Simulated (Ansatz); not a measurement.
## NaYTaP3O12: ²³Na NMR of the central transition

Cell: a computed structure from the Materials Project (it need not be an observed phase).

```yaml
crystal:
  lattice:
    - [4.49275, 2.59389, 7.74095]
    - [-4.49275, 2.59389, 7.74095]
    - [0.00000, -5.18778, 7.74095]
  atoms:
    - { symbol: Na, position: [0.50310, 0.50310, 0.50310] }
    - { symbol: Na, position: [0.00310, 0.00310, 0.00310] }
    - { symbol: Y, position: [0.64571, 0.64571, 0.64571] }
    - { symbol: Y, position: [0.14571, 0.14571, 0.14571] }
    - { symbol: Ta, position: [0.35244, 0.35244, 0.35244] }
    - { symbol: Ta, position: [0.85244, 0.85244, 0.85244] }
    - { symbol: P, position: [0.04813, 0.46469, 0.73583] }
    - { symbol: P, position: [0.73583, 0.04813, 0.46469] }
    - { symbol: P, position: [0.46469, 0.73583, 0.04813] }
    - { symbol: P, position: [0.23583, 0.96469, 0.54813] }
    - { symbol: P, position: [0.54813, 0.23583, 0.96469] }
    - { symbol: P, position: [0.96469, 0.54813, 0.23583] }
    - { symbol: O, position: [0.89079, 0.49075, 0.70754] }
    - { symbol: O, position: [0.70754, 0.89079, 0.49075] }
    - { symbol: O, position: [0.49075, 0.70754, 0.89079] }
    - { symbol: O, position: [0.20754, 0.99075, 0.39079] }
    - { symbol: O, position: [0.39079, 0.20754, 0.99075] }
    - { symbol: O, position: [0.99075, 0.39079, 0.20754] }
    - { symbol: O, position: [0.13741, 0.50388, 0.27123] }
    - { symbol: O, position: [0.27123, 0.13741, 0.50388] }
    - { symbol: O, position: [0.50388, 0.27123, 0.13741] }
    - { symbol: O, position: [0.77123, 0.00388, 0.63741] }
    - { symbol: O, position: [0.63741, 0.77123, 0.00388] }
    - { symbol: O, position: [0.00388, 0.63741, 0.77123] }
    - { symbol: O, position: [0.78985, 0.58987, 0.39014] }
    - { symbol: O, position: [0.39014, 0.78985, 0.58987] }
    - { symbol: O, position: [0.58987, 0.39014, 0.78985] }
    - { symbol: O, position: [0.89014, 0.08987, 0.28985] }
    - { symbol: O, position: [0.28985, 0.89014, 0.08987] }
    - { symbol: O, position: [0.08987, 0.28985, 0.89014] }
    - { symbol: O, position: [0.21982, 0.45220, 0.55659] }
    - { symbol: O, position: [0.55659, 0.21982, 0.45220] }
    - { symbol: O, position: [0.45220, 0.55659, 0.21982] }
    - { symbol: O, position: [0.05659, 0.95220, 0.71982] }
    - { symbol: O, position: [0.71982, 0.05659, 0.95220] }
    - { symbol: O, position: [0.95220, 0.71982, 0.05659] }
```

Atoms are numbered from 1 in the order listed; like atoms form one site, named after its first atom.

All values are calculated (Ansatz; DFT, PBE, plane waves and PAW, scalar-relativistic, 420 eV cutoff, Γ-centred 3×3×3 k-points, Fermi–Dirac smearing 0.02 eV), not measured.

²³Na has I = 3/2 and Q = 104.0 mb (Pyykkö 2018); at 23.5 T its Larmor frequency is ν₀ = 264.8 MHz. Only the quadrupole interaction is simulated: positions count from each site's isotropic chemical shift, and J coupling is left out, as are shift anisotropy and dipolar coupling, which fast spinning averages.

Problem. Simulate the second-order pattern (fast magic-angle spinning, Gaussian broadening 0.01 kHz) of site Na (6 O at 2.67–2.70 Å).

Solution. The calculation gives C_Q = -1.36 MHz and η = 0.00, so ν_Q = 0.679 MHz and the centre of gravity lies at -0.658 ppm (-0.174 kHz).

```csv
offset (kHz),height
-0.4528,0
-0.4395,1
-0.4261,4
-0.4128,4
-0.3995,4
-0.3861,4
-0.3728,5
-0.3595,5
-0.3461,5
-0.3328,5
-0.3195,5
-0.3061,5
-0.2928,5
-0.2795,24
-0.2661,76
-0.2528,47
-0.2395,38
-0.2261,34
-0.2128,32
-0.1995,31
-0.1861,30
-0.1728,30
-0.1595,30
-0.1461,32
-0.1328,33
-0.1195,35
-0.1061,39
-0.0928,46
-0.0795,62
-0.0661,100
-0.0528,13
-0.0395,0
```

An axis of threefold or higher order runs through Na, so V_zz lies along it and η is zero.

The largest force is 0.3 eV/Å, so the atoms aren't at the calculated equilibrium and relaxing them would move these values.
